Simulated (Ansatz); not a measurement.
One stationary structure of PbSe. Space group Fm-3m (No. 225), rock salt type. These are PBEsol (plane waves to 420 eV, PAW, scalar-relativistic; Ansatz, a quantum-chemistry and plane-wave program) values and carry that method's errors.

```cif
data_Pb4Se4
_chemical_formula_sum 'Pb4 Se4'
_space_group_name_H-M_alt 'Fm-3m'
_space_group_IT_number 225
_space_group_name_Hall '-F 4 2 3'
_cell_length_a 6.10215
_cell_length_b 6.10215
_cell_length_c 6.10215
_cell_angle_alpha 90.000
_cell_angle_beta 90.000
_cell_angle_gamma 90.000
loop_
_atom_site_label
_atom_site_type_symbol
_atom_site_symmetry_multiplicity
_atom_site_Wyckoff_symbol
_atom_site_fract_x
_atom_site_fract_y
_atom_site_fract_z
_atom_site_occupancy
Pb1 Pb 4 b 0.50000 0.50000 0.50000 1
Se1 Se 4 a 0.00000 0.00000 0.00000 1
```
(The calculation used a cell of 2 atoms; values per cell refer to that cell.)

Task: Estimate the band gap that PBEsol returns for this input.

Result: 0.17 eV, direct at L (no spin-orbit coupling).

No spin polarisation in the result. Spin-orbit coupling is missing; with elements this heavy it can move band edges by tenths of an eV or more.

The run could not lose the symmetry of its start.
